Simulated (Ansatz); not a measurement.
LaGe$_{2}$Pd$_{2}$:
```cif
data_Ge2LaPd2
_chemical_formula_sum 'La1 Ge2 Pd2'
_space_group_name_H-M_alt 'P 1'
_space_group_IT_number 1
_cell_length_a 5.92924
_cell_length_b 5.92924
_cell_length_c 5.92924
_cell_angle_alpha 136.542
_cell_angle_beta 136.542
_cell_angle_gamma 63.143
loop_
_space_group_symop_operation_xyz
  'x, y, z'
loop_
_atom_site_label
_atom_site_type_symbol
_atom_site_fract_x
_atom_site_fract_y
_atom_site_fract_z
_atom_site_occupancy
La1 La 0.00000 0.00000 0.00000 1
Ge1 Ge 0.62421 0.62421 0.00000 1
Ge2 Ge 0.37579 0.37579 0.00000 1
Pd1 Pd 0.25000 0.75000 0.50000 1
Pd2 Pd 0.75000 0.25000 0.50000 1
```

Relaxed with r²SCAN.

**Question.** Which orbitals make up the states near the Fermi level in plane-wave PAW r²SCAN (Ansatz code)?

**Answer.** Within 0.5 eV of the Fermi level: Ge 4p 33 %, Pd 4d 29 %, La 5d 27 %. Projections are on Löwdin-orthogonalised atomic valence shells; empty p or d shells of many metals are not among them.

**Question.** Tabulate the density of states.

**Answer.** States/eV per cell of 5 atoms, in 0.25 eV bins, energy from the Fermi level.

```csv
E (eV),total,Pd 4d,La 4f,Ge 4p
-7.85,0.07,0.01,0.00,0.01
-7.60,0.00,0.00,0.00,0.00
-7.35,0.00,0.00,0.00,0.00
-7.10,0.00,0.00,0.00,0.00
-6.85,0.00,0.00,0.00,0.00
-6.60,0.00,0.00,0.00,0.00
-6.35,0.00,0.00,0.00,0.00
-6.10,0.00,0.00,0.00,0.00
-5.85,0.03,0.01,0.00,0.01
-5.60,0.36,0.15,0.00,0.16
-5.35,1.97,0.89,0.00,0.81
-5.10,3.66,1.74,0.01,1.45
-4.85,3.99,2.01,0.01,1.48
-4.60,6.37,4.06,0.02,1.76
-4.35,4.73,3.17,0.01,1.21
-4.10,5.68,4.13,0.02,1.15
-3.85,10.46,7.91,0.04,1.82
-3.60,8.02,6.41,0.03,1.08
-3.35,7.61,6.24,0.03,0.80
-3.10,9.21,7.91,0.03,0.70
-2.85,10.82,9.58,0.04,0.66
-2.60,7.59,6.39,0.04,0.75
-2.35,3.70,2.58,0.02,0.72
-2.10,1.69,0.98,0.01,0.45
-1.85,1.08,0.57,0.01,0.32
-1.60,1.45,0.62,0.01,0.41
-1.35,2.34,0.75,0.03,0.85
-1.10,2.67,0.74,0.03,1.12
-0.85,2.94,1.13,0.04,1.13
-0.60,4.55,1.91,0.05,1.54
-0.35,4.57,1.52,0.07,1.57
-0.10,2.77,0.80,0.07,0.87
0.15,2.03,0.51,0.09,0.63
0.40,1.87,0.41,0.11,0.59
0.65,1.80,0.35,0.15,0.57
0.90,1.76,0.30,0.20,0.53
1.15,1.55,0.23,0.25,0.46
1.40,1.19,0.16,0.27,0.34
1.65,1.40,0.14,0.49,0.31
1.90,2.89,0.21,1.20,0.34
2.15,5.84,0.23,3.62,0.42
2.40,23.25,0.23,21.47,0.29
2.65,23.29,0.21,21.42,0.23
```

Space group I4/mmm. The workflow started from a Materials Project entry (that database holds measured and hypothetical structures alike); the Crystallography Open Database copy checked does not list it. Whether it is the stable phase at ambient conditions was not checked. The r²SCAN relaxation kept the symmetry of its start; its stability against distortions is not shown here. No spin polarisation was allowed. Scalar-relativistic: spin–orbit coupling is off unless named, which matters more the heavier the elements.

Potentials: the later of the program's two PAW sets.
